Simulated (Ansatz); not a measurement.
WSeS:
Space group P-3m1 (No. 164); a = b = 3.187 Å, c = 12.500 Å, α = β = 90.00°, γ = 120.00°

```tsv
atom	site	symmetry	x	y	z
W	2d	3m.	0.3333	0.6667	0.2599
Se	2d	3m.	0.6667	0.3333	0.1238
S	2d	3m.	0.6667	0.3333	0.3822
```

Relaxed with LDA.

Q: Give the optical modes at the zone centre with their infrared and Raman activity from DFPT, plane-wave PAW LDA (Ansatz code).

A: Transverse frequencies, without the LO–TO term; a row sums one degenerate level.

| ω (cm⁻¹) | degeneracy | IR ((D/Å)²/amu) | Raman (Å⁴/amu) | activity | symmetry |
|---|---|---|---|---|---|
| 26 | 2 | 0.00 | 2.9 | Raman | Eg |
| 41 | 1 | 0.00 | 0.75 | Raman | A1g |
| 204 | 2 | 0.72 | 0 | IR | Eu |
| 205 | 2 | 0.00 | 43 | Raman | Eg |
| 282 | 1 | 0.09 | 0 | IR | A2u |
| 284 | 1 | 0.00 | 1300 | Raman | A1g |
| 334 | 2 | 0.76 | 0 | IR | Eu |
| 334 | 2 | 0.00 | 490 | Raman | Eg |
| 420 | 1 | 0.27 | 0 | IR | A2u |
| 424 | 1 | 0.00 | 530 | Raman | A1g |

Q: How high does the top mode go among those that the LO–TO term moves?

A: 205 cm⁻¹ for q along x, 205 cm⁻¹ for q along y.

The first step of the workflow began from a Materials Project structure, measured or hypothetical; the Crystallography Open Database copy checked does not list it. Its standing as an ambient phase is unchecked. The cell was relaxed with LDA under the symmetry of its start; whether a distortion lowers the energy is not shown. The run is not spin-polarised. A crystal of weakly bound layers computed without a dispersion correction: the cell and the soft elastic constants depend strongly on that. Spin–orbit coupling is left out wherever it is not named.

Potentials: the later of the program's two PAW sets.
